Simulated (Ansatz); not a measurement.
GaN:
```yaml
crystal:
  lattice:
    - [5.53544, 0.00000, 0.00000]
    - [0.00000, 5.53544, 0.00000]
    - [0.00000, 0.00000, 3.21420]
  atoms:
    - { symbol: Ga, position: [0.32057, 0.67943, 0.00000] }
    - { symbol: Ga, position: [0.67943, 0.32057, 0.00000] }
    - { symbol: Ga, position: [0.82057, 0.82057, 0.50000] }
    - { symbol: Ga, position: [0.17943, 0.17943, 0.50000] }
    - { symbol: N, position: [0.31781, 0.31781, 0.00000] }
    - { symbol: N, position: [0.68219, 0.68219, 0.00000] }
    - { symbol: N, position: [0.18219, 0.81781, 0.50000] }
    - { symbol: N, position: [0.81781, 0.18219, 0.50000] }
```

Relaxed with PBE. Special points in fractions of this cell's reciprocal vectors: Γ (0.000, 0.000, 0.000); X (0.000, 0.500, 0.000); M (0.500, 0.500, 0.000); Z (0.000, 0.000, 0.500); R (0.000, 0.500, 0.500); A (0.500, 0.500, 0.500).

List the band energies nearest the valence-band maximum at these points for PBE (plane waves, PAW; program Ansatz).

In eV from the valence-band maximum; about four levels below and three above (degenerate sets whole), none deeper than 8.9 eV; points with the same levels are listed once.

| k | below | above |
|---|---|---|
| Γ | -0.16 -0.12 -0.01 -0.01 | 1.73 4.60 4.60 |
| X | -0.67 -0.67 -0.56 -0.56 | 4.00 4.00 5.12 5.12 |
| M | -1.14 -1.14 -1.08 -1.08 | 4.51 4.51 5.16 5.16 |
| Z | -2.03 -2.03 -1.85 -1.85 | 5.65 5.65 6.83 6.83 |
| R | -1.81 -1.81 -1.03 -1.03 | 5.30 5.30 5.51 5.51 |
| A | -1.46 -1.46 -1.39 -1.39 | 4.28 4.28 4.47 4.47 |

Space group P4_2/mnm. The start of the workflow was typed in or built on a structure type; neither database checked (COD, Materials Project) lists it. It is not the phase usual at ambient conditions (space group No. 186, 216). The cell was relaxed with PBE under the symmetry of its start; whether a distortion lowers the energy is not shown. Scalar-relativistic: spin–orbit coupling is off unless named, which matters more the heavier the elements.

Potentials: the earlier of the program's two PAW sets.
